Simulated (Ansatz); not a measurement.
## Eigenvalues along a path: Rb (bcc type)

```
CELL_PARAMETERS angstrom
-2.14049 2.14049 2.14049
2.14049 -2.14049 2.14049
2.14049 2.14049 -2.14049
ATOMIC_POSITIONS crystal
Rb 0.00000 0.00000 0.00000
```

The base cell comes from a relaxation on PAW files under the same functional, and the cell shown is scaled from it.

All numbers are PBE results (scalar-relativistic) from Ansatz 0.2.0, with a Γ-centred 10×10×10 k mesh, Fermi–Dirac smearing of 0.1 eV, no spin polarisation. Methods: LAPW: all electrons, basis error target 1 meV/atom.

This run: volume at 0.43 of the series' base cell.

Path points, in fractions of the reciprocal vectors: Γ (0.000, 0.000, 0.000), H (0.500, -0.500, 0.500), N (0.000, 0.000, 0.500), P (0.250, 0.250, 0.250). The distance column jumps between branches of the path. Levels in eV from the Fermi level; bands 7 to 12, counted from the lowest band of the run. The gap is zero, the pressure 9.99 GPa.

```
# k(1/Å) point b7 b8 b9 b10 b11 b12
0.000 Γ -12.69 -12.69 -12.69 -3.06 4.16 4.16
0.183 - -12.77 -12.72 -12.72 -2.83 4.03 4.03
0.367 - -12.97 -12.80 -12.80 -2.19 3.81 3.81
0.550 - -13.19 -12.92 -12.92 -1.30 2.82 3.72
0.734 - -13.37 -13.07 -13.07 -0.37 1.79 3.89
0.917 - -13.47 -13.22 -13.22 0.30 0.97 4.36
1.101 - -13.49 -13.34 -13.34 0.36 0.38 5.10
1.284 - -13.47 -13.43 -13.43 0.02 0.06 6.03
1.468 H -13.46 -13.46 -13.46 -0.10 -0.10 6.67
1.597 - -13.47 -13.44 -13.43 -0.03 -0.02 6.08
1.727 - -13.52 -13.40 -13.36 0.14 0.21 5.06
1.857 - -13.59 -13.33 -13.25 0.36 0.57 4.18
1.987 - -13.68 -13.25 -13.11 0.44 1.03 3.72
2.116 - -13.76 -13.17 -12.96 0.26 1.52 3.12
2.246 - -13.82 -13.10 -12.84 -0.07 1.99 2.61
2.376 - -13.87 -13.05 -12.75 -0.34 2.29 2.34
2.506 N -13.88 -13.04 -12.72 -0.44 2.19 2.47
2.635 - -13.84 -13.02 -12.72 -0.48 2.24 2.37
2.765 - -13.73 -12.99 -12.71 -0.64 2.23 2.39
2.895 - -13.55 -12.94 -12.71 -1.01 2.29 2.63
3.024 - -13.34 -12.87 -12.71 -1.55 2.63 2.95
3.154 - -13.10 -12.80 -12.70 -2.12 3.17 3.33
3.284 - -12.89 -12.75 -12.70 -2.61 3.72 3.73
3.414 - -12.75 -12.71 -12.69 -2.94 4.04 4.08
3.543 Γ -12.69 -12.69 -12.69 -3.06 4.16 4.16
3.702 - -12.78 -12.70 -12.70 -2.89 3.98 3.98
3.861 - -13.00 -12.73 -12.73 -2.40 3.46 3.46
4.020 - -13.26 -12.77 -12.77 -1.70 2.81 2.81
4.179 - -13.49 -12.85 -12.85 -0.87 2.27 2.27
4.338 - -13.62 -12.94 -12.94 0.01 1.91 1.91
4.497 - -13.63 -13.06 -13.06 0.88 1.72 1.72
4.656 - -13.52 -13.19 -13.19 1.54 1.68 1.68
4.814 P -13.31 -13.31 -13.31 1.72 1.72 1.72
4.973 - -13.41 -13.41 -13.08 1.44 1.76 1.76
5.132 - -13.49 -13.49 -12.90 1.16 1.72 1.72
5.291 - -13.53 -13.53 -12.84 1.22 1.54 1.54
5.450 - -13.54 -13.54 -12.91 1.20 1.20 1.75
5.609 - -13.52 -13.52 -13.07 0.74 0.74 2.76
5.768 - -13.49 -13.49 -13.26 0.31 0.31 4.14
5.927 - -13.47 -13.47 -13.40 0.01 0.01 5.69
6.085 H -13.46 -13.46 -13.46 -0.10 -0.10 6.67
7.357 P -13.31 -13.31 -13.31 1.72 1.72 1.72
7.448 - -13.42 -13.30 -13.20 1.60 1.69 1.79
7.540 - -13.53 -13.27 -13.09 1.29 1.70 1.89
7.632 - -13.63 -13.23 -12.98 0.88 1.75 2.02
7.723 - -13.72 -13.18 -12.89 0.47 1.84 2.15
7.815 - -13.79 -13.12 -12.82 0.09 1.95 2.27
7.907 - -13.84 -13.08 -12.76 -0.19 2.07 2.38
7.999 - -13.87 -13.05 -12.73 -0.38 2.15 2.45
8.090 N -13.88 -13.04 -12.72 -0.44 2.19 2.47
```
